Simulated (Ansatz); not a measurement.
**Cu₂TeBr₆: input and output**

The input, for Ansatz 0.2.0 (plane waves, PAW):

```yaml
crystal:
  lattice:
    - [0.0, 5.035587, 5.035587]
    - [5.035587, 0.0, 5.035587]
    - [5.035587, 5.035587, 0.0]
  atoms:
    - { symbol: Cu, position: [0.25, 0.25, 0.25] }
    - { symbol: Cu, position: [0.75, 0.75, 0.75] }
    - { symbol: Te, position: [0.0, 0.0, 0.0] }
    - { symbol: Br, position: [0.7532, 0.2468, 0.2468] }
    - { symbol: Br, position: [0.2468, 0.7532, 0.2468] }
    - { symbol: Br, position: [0.2468, 0.7532, 0.7532] }
    - { symbol: Br, position: [0.7532, 0.2468, 0.7532] }
    - { symbol: Br, position: [0.2468, 0.2468, 0.7532] }
    - { symbol: Br, position: [0.7532, 0.7532, 0.2468] }
  symmetry: { tolerance: 0.0003 }
kpoints:
  mp_grid: { grid: [6, 6, 6], shift: [0, 0, 0] }
  band_path:
    path:
      - [0.0, 0.0, 0.0]
      - [0.5, 0.0, 0.5]
      - [0.625, 0.25, 0.625]
      - [0.375, 0.375, 0.75]
      - [0.0, 0.0, 0.0]
      - [0.5, 0.5, 0.5]
      - [0.5, 0.25, 0.75]
      - [0.5, 0.0, 0.5]
    npoints: 8
magnetization:
  spin_polarized: false
scf:
  occupations: { method: fermi_dirac }
  lower_state_search: "off"
  max_iter: 200
hamiltonian:
  pseudopotentials: { kind: paw }
  xc: pbesol
basis:
  ecutwfc: 420
  fft_grid_basis: typed
output:
  forces: true
  stress: true
  eigenvalues: true
  bader: true
  populations: true
  elf: true
  write_potential: true
  volumetric_format: npy
  dos:
    e_range: [-12, 8]
    de: 0.05
    projected: { site_lists: { Br: [Br], Cu: [Cu], Te: [Te] } }
checkpoint:
  read: saved_state
```

The saved state is an earlier solution for the same cell, perhaps on another mesh. 

Parts of the output:

```
Pseudopotentials: kind: paw
Pseudopotential: Cu, paw, valence charge 19, recommended cutoff 420 eV (normal), Cu.paw.azcp
Pseudopotential: Te, paw, valence charge 16, recommended cutoff 420 eV (normal), Te.paw.azcp
Pseudopotential: Br, paw, valence charge 7, recommended cutoff 420 eV (normal), Br.paw.azcp
Functional definition: PBEsol
  exchange = pbesol_x
  correlation = pbesol_c
Crystal: 9 atoms, lattice volume = 255.376 Å³
Basis set: ecut = 420 eV, 5029 PW (Γ), exchange–correlation on 96×96×96 points (8 copies of the dense FFT grid, shifted against one another)
Bands: 58, of which v1, the nominal top of the filled ones, is band 48 counted from 1 (47 counted from 0)
Symmetry: 48 space group operations
Space group: Fm-3m (ITA 225), of the structure as read, at distance tolerance 1.9e-3 Å
k-points: 16 of 216
Initial density: read from a saved state, or passed on in memory by an earlier SCF of this step, an earlier step, the calling program or the single point that the run made first
Functional: x = pbesol(κ = 0.804, μ = 0.1235), c = pbesol(β = 0.046)
Free energy (F): -36494.1136 eV
Harris-Foulkes:  -36494.1136 eV  (|F-HF|=3.57e-10)
Internal energy: -36494.0441 eV  (E = F + TS)
E sigma→0 (E₀):  -36494.0789 eV
Entropy (-TS):   -0.0695 eV (-7.719 meV/atom)
Fermi energy:    5.0762 eV
--- Per-component energies (eV) ---
  E_band       = -1499.6451
  E_kinetic    = 1589.3530
  E_local      = -15437.5369  (includes V_loc(G=0)·N_el)
  E_nonlocal   = 961.6655
  E_hartree    = 6889.2056
  E_xc         = -1859.6687
  E_vxc        = -943.2094  (∫ρ·V_xc dr)
  E_paw        = -21108.8097  (= ΣΔE_a)
  E_vpaw       = -1448.3247  (= ΣTr[D̂ρ^β])
  E_aug_tail   = 0.0003  (compensation charges beyond the density's cutoff)
  E_ewald      = -7529.5940
  E_core_change = 1.3408  (= ΣΔE_core)
  E_smearing   = -0.0695  (= −TS)
--- Forces (eV/Å), atoms counted from 1 ---
  atom   1  Cu     0.0000     0.0000     0.0000
  atom   2  Cu     0.0000     0.0000     0.0000
  atom   3  Te     0.0000     0.0000     0.0000
  atom   4  Br     2.3882     0.0000     0.0000
  atom   5  Br     0.0000     2.3882     0.0000
  atom   6  Br    -2.3882     0.0000     0.0000
  atom   7  Br     0.0000    -2.3882     0.0000
  atom   8  Br     0.0000     0.0000     2.3882
  atom   9  Br     0.0000     0.0000    -2.3882
--- Stress (GPa, compression-positive) ---
        5.0725       0.0000       0.0000
        0.0000       5.0725       0.0000
        0.0000       0.0000       5.0725
  P = ⅓ Tr σ = 5.0725 GPa (50.725 kbar)
--- Bader charges: 9 sites ---
  site symbol  charge [e]  shift [e]
     0     Cu      0.5942     0.0000
     1     Cu      0.5942     0.0000
     2     Te      1.5448     0.0010
     3     Br     -0.4555     0.0002
     4     Br     -0.4555     0.0002
     5     Br     -0.4555     0.0002
     6     Br     -0.4555     0.0002
     7     Br     -0.4555     0.0002
     8     Br     -0.4555     0.0002
```

Absolute energies hang on the potentials; compare differences alone.

Origin: a known structure type with other elements, at an estimated volume, so it need not be a known compound. Caveats: atoms or cell far from equilibrium.
